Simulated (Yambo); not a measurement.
Yambo run on NaBa2ReO6 (space group Fm-3m, No. 225). The wavefunctions are PBEsol (pw.x of Quantum ESPRESSO, ONCV potentials, no spin-orbit coupling) ones on a 2×2×2 mesh (40 occupied bands); a = 5.9548 Å, b = 5.9548 Å, c = 5.9548 Å, α = 60.00°, β = 60.00°, γ = 60.00°.

Yambo input:

```
gw0
dyson
el_el_corr
HF_and_locXC
ppa
em1d
EXXRLvcs= 88 Ry
VXCRLvcs= 352 Ry
Chimod= "HARTREE"
% BndsRnXp
 6 | 229 |
%
NGsBlkXp= 7 Ry
% LongDrXp
 1.0 | 1.0 | 1.0 |
%
PPAPntXp= 27.2114 eV
% GbndRnge
 1 | 229 |
%
GTermKind= "BG"
DysSolver= "n"
ExtendOut
% QPkrange
 1 | 1 | 40 | 40 |
 3 | 3 | 40 | 41 |
%
```

k points by index: 1 = Γ, 3 = X.

Resulting energies as the program prints them:

```
#    K-point    Band    Eo [eV]    E [eV]    E-Eo [eV]    Vxc [eV]    Vnlxc [eV]    Sc|Eo [eV]    Sc|E [eV]    dSc/dw|Eo [eV]    Re(Z)    Im(Z)
#
    1    40    0.000000    -0.154255    -0.154255    -19.54248    -24.04935    4.305931    4.352616    -8.227204    0.767842    -0.001741
    3    40    -0.043999    -0.209602    -0.165603    -19.41689    -23.90288    4.270487    4.320387    -8.191475    0.768617    -0.001798
    3    41    1.900366    3.395142    1.494776    -16.88420    -11.97834    -3.049366    -3.411084    -6.580682    0.805205    -0.006601
```
(The two width columns are left out.) Convergence of these settings isn't established.

Geometry of the Materials Project entry, not relaxed at this level.
